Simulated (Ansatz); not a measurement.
HfO2 (fluorite)

Space group Fm-3m (No. 225); a = b = c = 5.0981 Å, α = β = γ = 90.00°

```tsv
atom	site	symmetry	x	y	z
Hf	4a	m-3m	0.0000	0.0000	0.0000
O	8c	-43m	0.2500	0.2500	0.2500
```
(The calculation used a cell of 3 atoms; values per cell refer to that cell.)

The volume is varied about the relaxed value V₀ at fixed cell shape. Symmetry pins the atoms to their sites.

These are PBE (plane waves to 420 eV, PAW, scalar-relativistic; Ansatz, a program for electronic structure) values and carry that method's errors. k mesh 11×11×11 (Γ-centred), Fermi-Dirac smearing 0.05 eV. Energies are smeared free energies. Compression counts positive. HfO2 is run without spin polarisation. HfO2 was relaxed with its symmetry unable to fall. Spin-orbit coupling is left out, though Hf is heavy. The PAW data are Ansatz's earlier set. This is a high-temperature form of HfO2. The zero of ΔE is the relaxed starting cell.

The scan covers V/V₀ from 0.900 to 1.100 in 9 points.

Question: What is ΔE at V/V₀ = 0.900?

Answer: 101.8 meV/atom.

Question: What is ΔE at V/V₀ = 1.100?

Answer: 71.8 meV/atom.

Question: What pressure does the cell carry at V/V₀ = 0.900?

Answer: 32.4 GPa.

(A scan under strain: stresses follow from slopes of the energy per volume, elastic moduli from its curvatures.)
